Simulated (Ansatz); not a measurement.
# Notes on CaIn2As2

```
In As Ca
1.0
     4.17471    0.00000    0.00000
    -2.08736    3.61541    0.00000
     0.00000    0.00000   17.83928
In As Ca
4 4 2
Direct
  0.33333 0.66667 0.17198
  0.66667 0.33333 0.67198
  0.33333 0.66667 0.32802
  0.66667 0.33333 0.82802
  0.33333 0.66667 0.60362
  0.66667 0.33333 0.10362
  0.33333 0.66667 0.89638
  0.66667 0.33333 0.39638
  0.00000 0.00000 0.00000
  0.00000 0.00000 0.50000
```

Level: r2SCAN, no spin polarisation; 500 eV; 9×9×2 Γ-centred mesh; fermi-dirac occupations (width 0.1 eV); Ansatz 0.2.0, fixed geometry.

**Electronic structure.** The gap is 0.33 eV, direct at the points sampled.
**Band edges.** Within 0.7 eV of the edges, the states project mainly on As p (70 %) and In p (18 %) below the gap and on In s (33 %), In p (18 %) and As p (17 %) above it.
**Charges.** Bader charges in e: Ca +1.45, In +0.59, As -1.32. In the mean Ca gives up most and As takes most.
**Formation energy.** -0.78 eV an atom against the elements' usual phases (free molecules for gases, crystals otherwise, with no correction for O₂ or N₂), so it is bound against them; other compounds may still compete. Relaxing would lower it.
**Stress.** The pressure is -0.1 GPa (compression positive), so with the atoms held at these fractions the cell is close to zero pressure.

Origin: a database entry at a rescaled volume.
